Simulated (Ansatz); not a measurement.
## Zone-centre phonons of GaN at 20 GPa: input and output

Level of theory: DFT LDA, scalar-relativistic, plane waves, PAW in Ansatz.

Launched with:
```bash
ansatz run input.yaml --threads 1 --pin off --max-ram 3072MiB --backend cpu --events-out ev --progress --plain --runs-dir out
```

Input (bare energies are in eV):
```yaml
crystal:
  lattice:
    - [0.0, 2.1671959118, 2.1671959118]
    - [2.1671959118, 0.0, 2.1671959118]
    - [2.1671959118, 2.1671959118, 0.0]
  atoms:
    - { symbol: Ga, position: [0.0, 0.0, 0.0] }
    - { symbol: "N", position: [0.75, 0.75, 0.75] }
basis:
  ecutwfc: 420
kpoints:
  mp_grid: { grid: [12, 12, 12] }
hamiltonian:
  xc: lda
scf:
  occupations: { method: fixed }
output:
  eigenvalues: true
phonons:
  method: dfpt
  dielectric: true
  rigid_motions: translations
  eigenvectors: true
```

The end of the output:
```
--- Phonons (Γ-DFPT): 2 representative perturbations + reference, on 280 of 1728 k-points (Σ response iterations 6) ---
  k mesh reduced under 4 symmetry operations, with k and −k counted as one. Each operation leaves every solved perturbation unchanged. A smaller set is not considered because the run solves the response ...
  ASR residual: 3.170e-5 → 0.000e0 eV/Å²; symmetrization residual: 7.143e-7 eV/Å²
  ASR residual per site (eV/Å²): 8.46e-6 3.17e-5
  Γ frequencies (cm⁻¹): 0.00 0.00 0.00 624.58 624.58 624.58
  ε∞ (high-frequency dielectric tensor):
        5.399747     0.000000    -0.000000
        0.000000     5.399747     0.000000
       -0.000000     0.000000     5.399747
  ε⁰ (static dielectric tensor: ions relaxed, cell fixed):
        8.970954     0.000000    -0.000000
        0.000000     8.970954     0.000000
       -0.000000     0.000000     8.970954
  ε⁰ − ε∞ (ionic part):
        3.571207     0.000000     0.000000
        0.000000     3.571207     0.000000
        0.000000     0.000000     3.571207
  softest optical mode at Γ: 624.58 cm⁻¹; the repairs (sum rule, projections) moved no ω² at Γ by more than (0.84 cm⁻¹)²
  Born effective charges Z* (e; rows j = field, columns β = displacement):
    site 0:
         2.59279    0.00000   -0.00000
        -0.00000    2.59279    0.00000
         0.00000    0.00000    2.59279
    site 1:
        -2.59279   -0.00000    0.00000
         0.00000   -2.59279   -0.00000
        -0.00000   -0.00000   -2.59279
  Z* charge neutrality: 1.326e-3 e pre-enforcement
  solved inside a basis spanned on kpoints, on 12×12×12 k-points, its susceptibility summed on 16×16×16: ε∞ is read to err by 1.4e-2, Z* by 1.5e-2 e (field_mesh: kpoints solves on kpoints); Z* is corrected for ...
  optical modes at Γ without the LO–TO term, one row a degenerate level:
      ω (cm⁻¹) modes IR ((D/Å)²/amu)
        624.58      3            39.8913
  optical modes at Γ + LO–TO along q̂ = [1.0000, 0.0000, 0.0000]:
      ω (cm⁻¹) modes IR ((D/Å)²/amu)
        624.58      2            26.5942
        805.05      1            13.2971
  optical modes at Γ + LO–TO along q̂ = [0.0000, 1.0000, 0.0000]:
      ω (cm⁻¹) modes IR ((D/Å)²/amu)
        624.58      2            26.5942
        805.05      1            13.2971
  optical modes at Γ + LO–TO along q̂ = [0.0000, 0.0000, 1.0000]:
      ω (cm⁻¹) modes IR ((D/Å)²/amu)
        624.58      2            26.5942
        805.05      1            13.2971
```

It took 2.8 min on 1 thread of Intel(R) Xeon(R) Processor @ 2.50GHz (Skylake/Cascade Lake), with other jobs on the host, peak memory 0.68 GiB.

Other phases may be more stable at this pressure.

This zinc-blende form isn't the usual stable structure of the compound at low pressure.